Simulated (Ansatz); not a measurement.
A geometry of Te away from equilibrium: the start of the relaxation of a relaxed Te cell displaced along its unstable phonon at q = Γ (101i cm⁻¹), largest move 0.15 Å. These are PBE (plane waves to 420 eV, PAW, scalar-relativistic; Ansatz, a quantum-chemistry and plane-wave program) values and carry that method's errors. Γ-centred k-mesh 8×8×3 on the run's cell (coarser than for final values), Fermi–Dirac smearing 0.05 eV.

```xyz
4
Lattice="4.9759 0.0000 0.0000 -2.4880 4.3093 0.0000 0.0000 0.0000 10.9106" Properties=species:S:1:pos:R:3:forces:R:3 pbc="T T T" free_energy=-27918.719 pressure_GPa=0.4
Te     0.0000     2.7228     5.8211    0.0000    0.1627    0.1765
Te     2.4880     1.5864     0.3658    0.0000   -0.1627    0.1765
Te     2.4880     1.5864     5.0895    0.0000   -0.1627   -0.1765
Te     0.0000     2.7228    10.5448    0.0000    0.1627   -0.1765
```

Positions in Å, forces in eV/Å, free energy of the cell in eV (comparable only within this code, potentials and settings). Largest force: 0.24 eV/Å, on Te1, Te2, Te3, Te4 (atoms numbered as listed); the geometry lies 0.02 eV/atom above the end of its relaxation.

No spin polarisation in the result.

The run could not lose the symmetry of its start, so the end can be a saddle point.

The end of the path is a generated cell of Te: the first start was made by placing the elements on the sites of a structure type, and the end was not matched to a known phase here, so it may be hypothetical. Known forms of Te include space group No. 152.
